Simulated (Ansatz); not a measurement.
A 3-atom cell of PbF2 started from a crystallographic database, relaxed with r2SCAN+rVV10, was run in Ansatz under altered settings. All numbers are computed, without spin polarisation but where a row says otherwise.

```
Pb F
1.0
     0.00000    2.94581    2.94581
     2.94581    0.00000    2.94581
     2.94581    2.94581    0.00000
Pb F
1 2
Direct
  0.00000 0.00000 0.00000
  0.25000 0.25000 0.25000
  0.75000 0.75000 0.75000
```

The base run's other keys:
```yaml
kpoints:
  mp_grid: { grid: [4, 4, 4] }
hamiltonian:
  xc: hse06
scf:
  occupations: { method: fixed }
  n_extra_bands: 4
```

It takes 13 iterations with 965 plane waves at 420 eV and 8 k points, and leaves a mean stress of +2.38 GPa. The gap over this mesh is 5.714 eV. It ran on 4 threads of Arm Neoverse N1 (shared host).

Outcomes, with energy and stress as changes against the base:

| setting | outcome | ΔF (meV/atom) | Δ mean stress (GPa) | gap on the mesh (eV) | iterations | wall time |
| --- | --- | --- | --- | --- | --- | --- |
| PBE hybrid, exx coeff 0.1, unscreened | converged | – | +1.0 | 5.218 | 10 | 8.6 s |
| scf.exx.ecutfock_ratio: 4 | converged | 0.0 | 0.0 | 5.714 | 13 | 9.5 s |
| hamiltonian.xc: wpbeh | converged | – | -0.3 | 5.637 | 12 | 9.5 s |
| hamiltonian.xc: hf | converged | – | +4.0 | 12.593 | 19 | 12 s |
| scf.exx.q_mesh: [5, 5, 5] | refused | – | – | – | – | 1.6 s |
| scf.occupations: fermi_dirac 0.2 | converged | 0.0 | 0.0 | 5.714 | 13 | 9.6 s |

A dash marks a value that wasn't obtained or can't be compared. Stress is positive in compression. The base took 9.6 s.

- PBE hybrid, exx coeff 0.1, unscreened. That is 10 % exact exchange, at all ranges, against HSE06's 25 % screened at 0.208 1/Å. The mean stress moves by +1.0 GPa and the gap on the mesh by -0.496 eV (to 5.218). Totals of different functionals aren't comparable.
- hamiltonian.xc: wpbeh. The mean stress moves by -0.3 GPa and the gap on the mesh by -0.076 eV (to 5.637). It's another functional on the same cell, so totals aren't comparable.
- hamiltonian.xc: hf. The mean stress moves by +4.0 GPa and the gap on the mesh by +6.880 eV (to 12.593). It's another functional on the same cell, so totals aren't comparable.
- scf.exx.q_mesh: [5, 5, 5]. The input is refused before any iteration. Error: invalid value for `scf.exx.q_mesh`: must divide elementwise kpoints.mp_grid.grid

Within 1 meV an atom, 0.1 GPa and 0.005 eV of the base stay: scf.exx.ecutfock_ratio: 4; scf.occupations: fermi_dirac 0.2.

No spin-orbit coupling is included; it can move band edges with weight on the heavy atoms by tenths of an eV.

The stress of a hybrid is loosely converged in these runs.

The meshes of the hybrids are coarse, so their gaps aren't converged to the digits shown.
